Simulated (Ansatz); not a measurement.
Ti2S:
```
Ti2S
1.0
   11.33433     0.00000     0.00000
    0.00000    13.99048     0.00000
    0.00000     0.00000     3.31539
Ti S
24 12
Direct
  0.41114   0.75669   0.50000
  0.58886   0.24331   0.50000
  0.91114   0.74331   0.00000
  0.08886   0.25669   0.00000
  0.38131   0.07752   0.50000
  0.61869   0.92248   0.50000
  0.88131   0.42248   0.00000
  0.11869   0.57752   0.00000
  0.81034   0.20873   0.00000
  0.18966   0.79127   0.00000
  0.31034   0.29127   0.50000
  0.68966   0.70873   0.50000
  0.46986   0.38937   0.00000
  0.53014   0.61063   0.00000
  0.96986   0.11063   0.50000
  0.03014   0.88937   0.50000
  0.58947   0.07920   0.00000
  0.41053   0.92080   0.00000
  0.08947   0.42080   0.50000
  0.91053   0.57920   0.50000
  0.84700   0.98025   0.00000
  0.15300   0.01975   0.00000
  0.34700   0.51975   0.50000
  0.65300   0.48025   0.50000
  0.56610   0.79402   0.00000
  0.43390   0.20598   0.00000
  0.06610   0.70598   0.50000
  0.93390   0.29402   0.50000
  0.75406   0.58914   0.00000
  0.24594   0.41086   0.00000
  0.25406   0.91086   0.50000
  0.74594   0.08914   0.50000
  0.81439   0.85098   0.50000
  0.18561   0.14902   0.50000
  0.31439   0.64902   0.00000
  0.68561   0.35098   0.00000
```

Relaxed with r²SCAN. Special points in fractions of this cell's reciprocal vectors: Γ (0.000, 0.000, 0.000); X (0.500, 0.000, 0.000); S (0.500, 0.500, 0.000); Y (0.000, 0.500, 0.000); Z (0.000, 0.000, 0.500); U (0.500, 0.000, 0.500); R (0.500, 0.500, 0.500); T (0.000, 0.500, 0.500).

Question: List the band energies nearest the Fermi level at these points for the program Ansatz at the r²SCAN level (PAW).

Answer: In eV from the Fermi level; about four levels below and three above (degenerate sets whole), none deeper than 8.9 eV; points with the same levels are listed once.

```json
[
 {"k": "Γ", "below": "-0.19 -0.15 -0.13 -0.10", "above": "0.14 0.19 0.26"},
 {"k": "X", "below": "-0.23 -0.23 -0.04 -0.04", "above": "0.18 0.18 0.28 0.28"},
 {"k": "S", "below": "-0.32 -0.32 -0.23 -0.23", "above": "0.00 0.00 0.06 0.06"},
 {"k": "Y", "below": "-0.22 -0.22 -0.06 -0.06", "above": "0.03 0.03 0.03 0.03"},
 {"k": "Z", "below": "-0.31 -0.31 -0.07 -0.07", "above": "0.29 0.29 0.36 0.36"},
 {"k": "U", "below": "-0.26 -0.26 -0.09 -0.09", "above": "0.82 0.82 0.92 0.92"},
 {"k": "R", "below": "-0.21 -0.21 -0.19 -0.19", "above": "0.94 0.94 1.03 1.03"},
 {"k": "T", "below": "-0.30 -0.30 -0.14 -0.14", "above": "0.73 0.73 0.76 0.76"}
]
```

Space group Pnnm. The workflow started from a Materials Project entry (that database holds measured and hypothetical structures alike); the Crystallography Open Database files this formula in space group No. 58, but the cells were not matched. Whether it is the stable phase at ambient conditions was not checked. The r²SCAN relaxation kept the symmetry of its start; its stability against distortions is not shown here. No spin polarisation was allowed.

Potentials: the later of the program's two PAW sets.
